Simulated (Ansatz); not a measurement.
SnSe:
```cif
data_SeSn
_chemical_formula_sum 'Se1 Sn1'
_space_group_name_H-M_alt 'P 1'
_space_group_IT_number 1
_cell_length_a 4.75715
_cell_length_b 4.75715
_cell_length_c 4.75715
_cell_angle_alpha 60.000
_cell_angle_beta 60.000
_cell_angle_gamma 60.000
loop_
_space_group_symop_operation_xyz
  'x, y, z'
loop_
_atom_site_label
_atom_site_type_symbol
_atom_site_fract_x
_atom_site_fract_y
_atom_site_fract_z
_atom_site_occupancy
Se1 Se 0.25000 0.25000 0.25000 1
Sn1 Sn 0.00000 0.00000 0.00000 1
```

Relaxed with r²SCAN. The program Ansatz at the r²SCAN level (PAW) gives no gap.

Question: What gap does HSE06 give on the same cell (Ansatz, PAW)?

Answer: 0.30 eV. The hybrid was solved on a coarser mesh and at special points; its gap is the smallest among all of these. On such a mesh it can open a false gap in a semimetal.

```csv
k,v1 r²SCAN,c1 r²SCAN,v1 HSE06,c1 HSE06
Γ,-2.55,1.55,(withheld),(withheld)
X,-0.69,0.04,-0.74,0.30
L,-2.26,2.34,(withheld),(withheld)
W,0.00,1.75,(withheld),(withheld)
K,-0.54,1.26,(withheld),(withheld)
```

Question: Top valence (v1) and lowest conduction level (c1) in eV from each method's valence maximum (which need not be a listed point): supply the withheld HSE06 values.

Answer: 
- Γ, v1 HSE06: -2.71
- Γ, c1 HSE06: 1.87
- L, v1 HSE06: -2.39
- L, c1 HSE06: 2.68
- K, v1 HSE06: -0.54
- K, c1 HSE06: 1.53
- W, v1 HSE06: 0.00
- W, c1 HSE06: 2.04

Cost on shared cores: the r²SCAN run (SCF on a 11×11×11 mesh, then bands and DOS) around 60 core-seconds (rough), the HSE06 run (SCF on 5×5×5, then a few points) around 110 core-seconds (rough); the tasks are unlike.

Space group F-43m (zinc blende). The start of the workflow was typed in or built on a structure type; neither database checked (COD, Materials Project) lists it. It is not the phase usual at ambient conditions (space group No. 62). The r²SCAN relaxation kept the symmetry of its start. At this level the phase is mechanically unstable. A small band overlap can be real or an error of a semilocal functional. Scalar-relativistic: spin–orbit coupling is off unless named, which matters more the heavier the elements.

Potentials: the later of the program's two PAW sets.
